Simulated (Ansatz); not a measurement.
Input:

LaN:
```cif
data_LaN
_chemical_formula_sum 'N1 La1'
_space_group_name_H-M_alt 'P 1'
_space_group_IT_number 1
_cell_length_a 3.92194
_cell_length_b 3.92194
_cell_length_c 3.92194
_cell_angle_alpha 60.000
_cell_angle_beta 60.000
_cell_angle_gamma 60.000
loop_
_space_group_symop_operation_xyz
  'x, y, z'
loop_
_atom_site_label
_atom_site_type_symbol
_atom_site_fract_x
_atom_site_fract_y
_atom_site_fract_z
_atom_site_occupancy
N1 N 0.25000 0.25000 0.25000 1
La1 La 0.00000 0.00000 0.00000 1
```

This is the PBEsol-relaxed structure.

Q: All from plane-wave PAW PBEsol (Ansatz code), unless another level is named. Predict the smallest direct gap on the standard path.

A: 2.22 eV.

Q: Give the gap with spin–orbit coupling.

A: 0.98 eV.

Q: Next, the electron effective mass with spin–orbit coupling?

A: 0.39 mₑ (isotropic).

Q: And the valence-band maximum?

A: at X.

Space group F-43m (zinc blende). The start of the workflow was typed in or built on a structure type; neither database checked (COD, Materials Project) lists it. COD files the formula under space group No. 225, so this cell is another polymorph or a model. Whether it is the stable phase at ambient conditions was not checked. The cell was relaxed with PBEsol under the symmetry of its start; phonons on a q-mesh show no instability. Spin–orbit coupling is left out wherever it is not named.

Potentials: the later of the program's two PAW sets.
